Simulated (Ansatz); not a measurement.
**Property card for Sn3GeTe4**

The calculation used Ansatz 0.2.0, DFT PBE, scalar-relativistic, plane waves, PAW.

Cutoff 420 eV; k points 6×6×6 on the computed 8-atom cell (Γ-centred); Gaussian smearing, width 0.01 eV; no spin polarisation.

The structure is relaxed at this level of theory with its symmetry kept, and needn't be the ground state of this composition.

Space group Cm (No. 8), monoclinic, a = 9.125 Å, b = 8.933 Å, c = 7.732 Å, β = 124.7°. Sn on a site of symmetry 1 is surrounded by 6 Te at 3.09–3.31 Å; around Sn on a site of symmetry m lie 6 Te at 3.08–3.44 Å; Ge has 3 Te at 2.85–2.91 Å, 1 Te at 3.33 Å and 2 Te at 3.56 Å; Te on a site of symmetry 1 is surrounded by 1 Ge at 2.85 Å, 4 Sn at 3.11–3.29 Å and 1 Ge at 3.56 Å; around Te on a site of symmetry m lie 3 Sn at 3.08–3.09 Å, 2 Sn at 3.30 Å and 1 Ge at 3.33 Å; Te on a second site of symmetry m is surrounded by 1 Ge at 2.91 Å, 2 Sn at 3.09 Å and 3 Sn at 3.31–3.44 Å.

* Volume per atom: 32.37 Å³
* Formation energy from the elements' standard states (uncorrected): -0.229 eV/atom
* Kohn–Sham band gap: 0.15 eV, direct at M2
* Orbital (Löwdin) character of the top 1 eV of the valence band: Te 5p 61 %, Sn 5s 16 %, Sn 5p 13 %
* Orbital (Löwdin) character of the lowest 1 eV of the conduction band: Sn 5p 57 %, Ge 4p 18 %, Te 5p 11 %, Te 5s 8 %
* Electron masses at the edge by direction of the standard setting (m_e; one valley, along these axes only; no spin-orbit coupling): x: 0.11; y: 0.13; z: 0.17
* Hole masses at the edge by direction of the standard setting (m_e; one valley, along these axes only; no spin-orbit coupling): x: 0.078; y: 0.16; z: 0.10
* Bader charge by site (e): Sn (2 in the cell) 0.64, Sn (1 in the cell) 0.64, Ge (1 in the cell) 0.41, Te (2 in the cell) -0.57, Te (1 in the cell) -0.61, Te (1 in the cell) -0.59

Spin-orbit coupling is left out, which matters for the bands of heavy elements.

The cell was found from a structure generator's guess, not taken from experiment. Kohn–Sham gaps at this level usually fall short of measured ones. Löwdin shares on free-atom orbitals overweight diffuse shells in the empty bands.
